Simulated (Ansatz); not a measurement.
Here is the system:

SnO2:
```
CELL_PARAMETERS angstrom
      4.75989     0.00000     0.00000
      0.00000     4.75989     0.00000
      0.00000     0.00000     3.20084
ATOMIC_POSITIONS crystal
  Sn 0.00000 0.00000 0.00000
  Sn 0.50000 0.50000 0.50000
  O  0.30591 0.30591 0.00000
  O  0.80591 0.19409 0.50000
  O  0.19409 0.80591 0.50000
  O  0.69409 0.69409 0.00000
```

This is the r²SCAN-relaxed structure.

Question: All from plane-wave PAW r²SCAN (Ansatz code), unless another level is named. Give the gap with spin–orbit coupling.

Answer: 1.77 eV.

Question: Give the electron effective mass.

Answer: 0.19, 0.23, 0.23 mₑ (principal values).

Question: What about the hole effective mass?

Answer: 1.3, 1.3, 1.7 mₑ (principal values).

Question: What about the weight of the conduction-edge state by species (Voronoi cells)?

Answer: O 52 %, Sn 48 %.

Space group P4_2/mnm (rutile). The r²SCAN relaxation kept the symmetry of its start. Spin–orbit coupling is left out wherever it is not named.

Potentials: the later of the program's two PAW sets.
